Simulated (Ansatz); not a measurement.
A trial cell of Na₄TaN₃, before relaxation:

```xyz
8
Lattice="5.2625 0.0000 0.0000 0.0000 5.2625 0.0000 0.0000 0.0000 5.2625" Properties=species:S:1:pos:R:3 pbc="T T T"
Na    3.5689    3.5689    3.5689
Na    1.6936    1.6936    3.5689
Na    1.6936    3.5689    1.6936
Na    3.5689    1.6936    1.6936
Ta    0.0000    0.0000    0.0000
N     0.0000    2.6313    2.6313
N     2.6313    0.0000    2.6313
N     2.6313    2.6313    0.0000
```

Method: Ansatz, DFT PBE, scalar-relativistic, plane waves, PAW. Cutoff 420 eV, Gaussian smearing, Γ-centred meshes. Cell and atoms relax first on a coarse mesh and then on a finer one. In between, the cell is made exact in the group found at 0.06 Å. In metals the finer mesh still leaves noise of several meV/atom or more. The steps can't lower the symmetry of their start. Collinear spin is switched on along the way, since trial moments persisted in a coarse test.

A guess keeps its type if space group and coordination stay and the shape of the cell changes little (axis ratios within about 15 %, angles within 6°); the volume may change.

Question: Does it keep its structure type, or change into something else?

Answer: It keeps its type. The symmetry stays P-43m (No. 215). The volume per atom grows by 25.7 %, from 18.2 to 22.9 Å³. The shortest distance goes from 2.15 Å (Na–N) to 2.33 Å (Na–N). Counting neighbours within 15 % of an atom's shortest distance, the start has N 4, Na 3, Ta 4 and the end N 4, Na 3, Ta 4.

Energies over the elements count from the elements' standard structures at the same level (N₂ as a molecule), with no fitted energy shifts.

Question: At what energy does it end?

Answer: +1.92 eV/atom. The separate elements lie lower, so it is unstable against them.

The last run used collinear spin, an 8×8×8 mesh for its 8-atom cell and Gaussian smearing of 0.10 eV. These runs have no spin–orbit coupling, which can matter for Ta. Another magnetic order may lie lower. A structure relaxed within its symmetry needn't be a true minimum.
